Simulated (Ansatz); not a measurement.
TiO$_{2}$:
```cif
data_O4Ti2
_chemical_formula_sum 'Ti2 O4'
_space_group_name_H-M_alt 'P 1'
_space_group_IT_number 1
_cell_length_a 3.76970
_cell_length_b 3.76970
_cell_length_c 5.46925
_cell_angle_alpha 69.850
_cell_angle_beta 110.150
_cell_angle_gamma 89.999
loop_
_space_group_symop_operation_xyz
  'x, y, z'
loop_
_atom_site_label
_atom_site_type_symbol
_atom_site_fract_x
_atom_site_fract_y
_atom_site_fract_z
_atom_site_occupancy
Ti1 Ti 0.87496 0.87496 0.25000 1
Ti2 Ti 0.12504 0.12504 0.75000 1
O1 O 0.08265 0.66752 0.66504 1
O2 O 0.91735 0.33248 0.33496 1
O3 O 0.66752 0.08265 0.83496 1
O4 O 0.33248 0.91735 0.16504 1
```

Relaxed with PBEsol. PBEsol in the plane-wave PAW code Ansatz gives a gap of 2.11 eV.

What gap does HSE06 give on the same cell (Ansatz, PAW)?

3.65 eV, 1.54 eV more. The hybrid was solved on a coarser mesh and at special points; its gap is the smallest among all of these.

| k | v1 PBEsol | c1 PBEsol | v1 HSE06 | c1 HSE06 |
|---|---|---|---|---|
| Γ | -0.48 | 2.11 | -0.50 | 3.65 |
| A | -0.11 | 2.47 | (withheld) | (withheld) |
| Y | -0.05 | 3.35 | (withheld) | (withheld) |
| V2 | -0.65 | 3.26 | (withheld) | (withheld) |
| I | -0.09 | 3.32 | (withheld) | (withheld) |

Top valence (v1) and lowest conduction level (c1) in eV from each method's valence maximum (which need not be a listed point): supply the withheld HSE06 values.


- A, v1 HSE06: -0.12
- A, c1 HSE06: 4.06
- V2, v1 HSE06: -0.73
- V2, c1 HSE06: 4.94
- Y, v1 HSE06: -0.06
- Y, c1 HSE06: 5.03
- I, v1 HSE06: -0.10
- I, c1 HSE06: 4.99

Cost on shared cores: the PBEsol run (SCF on a 8×8×6 mesh, then bands and DOS) about 100 core-seconds (a rough figure), the HSE06 run (SCF on 5×5×4, then a few points) roughly 6 core-minutes; the tasks are unlike.

Space group I4_1/amd (anatase). The cell was relaxed with PBEsol under the symmetry of its start. No spin polarisation was allowed. Point labels and valley counts follow the cell and symmetry of the run, lower than the named group.

Potentials: the later of the program's two PAW sets.
